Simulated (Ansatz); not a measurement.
Method: DFT PBE, scalar-relativistic, plane waves, PAW (Ansatz). Cutoff 420 eV, Γ-centred meshes of about 0.25 Å⁻¹ or finer for metals and 0.3 Å⁻¹ for insulators (2π included), Gaussian smearing. No spin polarisation.

These are static total energies at zero pressure.

Compare these two cells of Al4Ru3, each relaxed at this level.

A.

```
CELL_PARAMETERS angstrom
-1.53715 1.53715 10.18232
1.53715 -1.53715 10.18232
1.53715 1.53715 -10.18232
ATOMIC_POSITIONS crystal
Al 0.28970 0.28970 0.00000
Al 0.71030 0.71030 0.00000
Al 0.42852 0.42852 0.00000
Al 0.57147 0.57147 0.00000
Ru 0.85223 0.85223 0.00000
Ru 0.14777 0.14777 0.00000
Ru 0.00000 0.00000 0.00000
```

B.

```
CELL_PARAMETERS angstrom
2.11613 1.22175 6.78183
-2.11613 1.22175 6.78183
0.00000 -2.44350 6.78183
ATOMIC_POSITIONS crystal
Al 0.62644 0.62644 0.62644
Al 0.37356 0.37356 0.37356
Al 0.12279 0.12279 0.12279
Al 0.87721 0.87721 0.87721
Ru 0.74891 0.74891 0.74891
Ru 0.25109 0.25109 0.25109
Ru 0.50000 0.50000 0.50000
```

Question: Which would you expect to be lower, and how large is the difference?

Answer: A is lower, by 170 meV/atom. A has Al and Ru ordered on bcc sites, space group I4/mmm (No. 139), 13.7 Å³/atom and no gap on its mesh; B has space group R-3m (No. 166), 15.0 Å³/atom and no gap. Counting all near atoms (those within 1.25 times the shortest distance at each site; a plus sign parts nearer from farther groups; a slash parts the counts of unlike sites), A has Al 14, Ru 14/8+6 and B has Al 5+6/7+6, Ru 8+3/8+6. The denser one is the lower, and pressure would at first widen the difference. In A, Al on its first site has 4 Ru at 2.52 Å, 5 Al at 2.71–2.83 Å, 1 Ru at 2.89 Å and 4 Al at 3.07 Å; around Al on its second site lie 8 Ru at 2.62–2.67 Å and 6 Al at 2.83–3.07 Å; Ru on a site of symmetry 4mm is surrounded by 4 Al at 2.52 Å, 4 Al at 2.67 Å, 1 Al at 2.89 Å and 5 Ru at 3.01–3.07 Å; 1 more site not described. In B, Al on its first site is surrounded by 5 Ru at 2.49–2.59 Å and 6 Al at 2.94–2.97 Å; Al on its second site is surrounded by 7 Ru at 2.58–2.61 Å and 6 Al at 2.97–3.03 Å; around Ru on a site of symmetry 3m lie 8 Al at 2.49–2.61 Å and 3 Ru at 2.99 Å; 1 more site not described. Both come from trial cells of a structure search.

Trial moments fell under 0.15 μB along the way in I4/mmm and R-3m; another start might hold them. With atoms moved at random, A came back. B had no clear such test and can be a saddle point.
